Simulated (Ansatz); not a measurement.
The relaxed structure here is a generated cell of MgTlF3: the first start was made by placing the elements on the sites of a structure type, and the end was not matched to a known phase here, so it may be hypothetical.

A structure of MgTlF3 relaxed with r2SCAN (plane waves to 500 eV, PAW, scalar-relativistic; Ansatz, a quantum-chemistry and plane-wave program); single points at other levels follow on the same geometry (Ansatz, PAW; HSE06 at 420 eV on a 6×6×6 k-mesh; no spin-orbit coupling). Space group Pm-3m (No. 221).

```cif
data_F3MgTl
_chemical_formula_sum 'Tl1 Mg1 F3'
_space_group_name_H-M_alt 'Pm-3m'
_space_group_IT_number 221
_space_group_name_Hall '-P 4 2 3'
_cell_length_a 4.08009
_cell_length_b 4.08009
_cell_length_c 4.08009
_cell_angle_alpha 90.000
_cell_angle_beta 90.000
_cell_angle_gamma 90.000
loop_
_atom_site_label
_atom_site_type_symbol
_atom_site_symmetry_multiplicity
_atom_site_Wyckoff_symbol
_atom_site_fract_x
_atom_site_fract_y
_atom_site_fract_z
_atom_site_occupancy
Tl1 Tl 1 b 0.50000 0.50000 0.50000 1
Mg1 Mg 1 a 0.00000 0.00000 0.00000 1
F1 F 3 d 0.00000 0.00000 0.50000 1
```

```json
[
 {"level": "r2SCAN", "gap (eV)": "4.65", "kind": "indirect", "conduction minimum": "X"},
 {"level": "HSE06", "gap (eV)": "(withheld)", "kind": "–", "conduction minimum": "(withheld)"}
]
```

**Question.** Fill in the missing entries.

**Answer.** 
- HSE06, gap (eV): 5.24
- HSE06, conduction minimum: X

HSE06 gaps come from a coarse mesh plus a few chosen points, so they may be too large. No spin polarisation in the result.

The run could not lose the symmetry of its start: the end is stationary, and may be a saddle point rather than a minimum.
